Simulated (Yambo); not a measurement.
## Optical response of CsO2H3

```
CsO2H3
1.0
    4.25023     0.00000     0.00000
    0.00000     2.21260     4.02356
    0.00000    -2.21260     4.02356
H O Cs
3 2 1
Direct
  0.50000   0.55847   0.55847
  0.50000   0.07118   0.45270
  0.50000   0.45270   0.07118
  0.50000   0.67951   0.67951
  0.50000   0.33406   0.33406
  0.00000   0.98533   0.98533
```

Yambo, RPA with local fields on LDA bands; 8×8×8 mesh, 55 bands, 3 Ry local-field block, 0.2 eV broadening; field along y.

| E (eV) | Im ε | Re ε | Im ε, independent particles |
|---|---|---|---|
| 0.0 | 0.00 | 2.71 | 0.00 |
| 0.6 | 0.00 | 2.72 | 0.01 |
| 1.2 | 0.01 | 2.74 | 0.01 |
| 1.9 | 0.02 | 2.78 | 0.02 |
| 2.5 | 0.02 | 2.84 | 0.03 |
| 3.1 | 0.03 | 2.93 | 0.04 |
| 3.8 | 0.05 | 3.06 | 0.06 |
| 4.4 | 0.11 | 3.29 | 0.12 |
| 5.0 | 0.38 | 3.60 | 0.40 |
| 5.6 | 0.80 | 3.85 | 0.85 |
| 6.2 | 1.39 | 3.68 | 1.49 |
| 6.9 | 2.33 | 3.49 | 2.46 |
| 7.5 | 2.31 | 1.95 | 2.16 |
| 8.1 | 1.24 | 2.20 | 1.29 |
| 8.8 | 1.49 | 2.41 | 1.65 |
| 9.4 | 1.37 | 2.00 | 1.46 |
| 10.0 | 1.17 | 2.29 | 1.36 |
| 10.6 | 1.52 | 2.42 | 1.83 |
| 11.2 | 1.50 | 2.47 | 2.04 |
| 11.9 | 1.72 | 2.71 | 2.69 |
| 12.5 | 2.21 | 2.43 | 3.77 |
| 13.1 | 2.76 | 1.96 | 5.16 |
| 13.8 | 2.69 | 1.44 | 4.38 |
| 14.4 | 2.60 | 1.09 | 4.04 |
| 15.0 | 1.95 | 1.04 | 3.65 |
| 15.6 | 2.18 | 1.14 | 2.82 |
| 16.2 | 2.80 | 0.95 | 2.19 |
| 16.9 | 2.01 | -0.08 | 1.74 |
| 17.5 | 1.63 | 0.15 | 1.56 |
| 18.1 | 1.80 | 0.05 | 1.34 |
| 18.8 | 1.31 | -0.03 | 1.05 |
| 19.4 | 1.08 | 0.07 | 1.00 |
| 20.0 | 1.17 | 0.20 | 0.82 |

Peak heights and small wiggles depend on the k mesh. Convergence of the RPA response with its 8×8×8 mesh was not tested. No excitonic effects at this level.

Geometry of the Materials Project entry, not relaxed at this level.

The structure is a Materials Project entry; no match was found in the copy of COD used, and its stability was not checked.
